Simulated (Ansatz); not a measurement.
## NiSb: relaxation of cell and atoms

These are results of Ansatz 0.2.0, DFT, PBE, all-electron LAPW, scalar-relativistic, not measurements.

Command: `ansatz run input.yaml --threads 1 --pin off --max-ram 6144MiB --backend cpu --events-out ev --progress --plain --runs-dir out` The run took 8.1 min on 1 thread of Arm Neoverse V1, with other jobs on the host.

```yaml
crystal:
  lattice:
    - [3.928, 0.0, 0.0]
    - [-1.964, 3.4017477861, 0.0]
    - [0.0, 0.0, 5.12]
  atoms:
    - { symbol: Ni, position: [0.0, 0.0, 0.0], spin: 1.5 }
    - { symbol: Ni, position: [0.0, 0.0, 0.5], spin: 1.5 }
    - { symbol: Sb, position: [0.3333333333, 0.6666666667, 0.25] }
    - { symbol: Sb, position: [0.6666666667, 0.3333333333, 0.75] }
magnetization:
  spin_polarized: true
kpoints:
  mp_grid: { grid: [10, 10, 7] }
scf:
  occupations: { method: fermi_dirac, width: 0.05 }
hamiltonian:
  xc: pbe
  pseudopotentials: { kind: all_electron, lapw: { basis_error: 0.001 } }
output:
  forces: true
  stress: true
relax:
  f_tol: 0.005
  max_steps: 80
  cell: {}
```

No spin–orbit coupling, which matters for the heavy atoms here.

The run is spin-polarised from parallel moments and ends with 0.00 μB in the cell; other orders may lie lower.

The cell comes from COD entry 1010930, which wasn't checked; take it as a given geometry. It differs from other determinations.

Each frame lists the cell vectors (Å), then Cartesian positions (Å); symmetry keeps all forces zero. Free energies count from the first step, -435503.1176 eV.

The walk took 5 evaluations in all; steps that aren't listed are left out.

Step 1: E = 0.0 meV, P = 3.87 GPa

```
cell 3.9280 0.0000 0.0000 -1.9640 3.4017 0.0000 0.0000 0.0000 5.1200
Ni    0.0000    0.0000    0.0000
Ni    0.0000    0.0000    2.5600
Sb    0.0000    2.2678    1.2800
Sb    1.9640    1.1339    3.8400
```

Step 2: E = -25.5 meV, P = -0.60 GPa

```
cell 3.9856 0.0000 0.0000 -1.9928 3.4516 0.0000 0.0000 0.0000 5.1631
Ni    0.0000    0.0000    0.0000
Ni    0.0000    0.0000    2.5815
Sb    0.0000    2.3011    1.2908
Sb    1.9928    1.1505    3.8723
```

(1) How does the relaxation end?

Results:

(1) It converges, with a = 3.975 Å, b = 3.975 Å, c = 5.162 Å, α = 90.00°, β = 90.00°, γ = 120.00° (conventional cell, space group P6_3/mmc). The last solve (on a basis chosen afresh for the final cell, so its energy is not quite comparable) gives E = -26.3 meV, P = -0.01 GPa:
```
cell 3.9754 0.0000 0.0000 -1.9877 3.4428 0.0000 0.0000 0.0000 5.1618
Ni    0.0000    0.0000    0.0000
Ni    0.0000    0.0000    2.5809
Sb    0.0000    2.2952    1.2904
Sb    1.9877    1.1476    3.8713
```
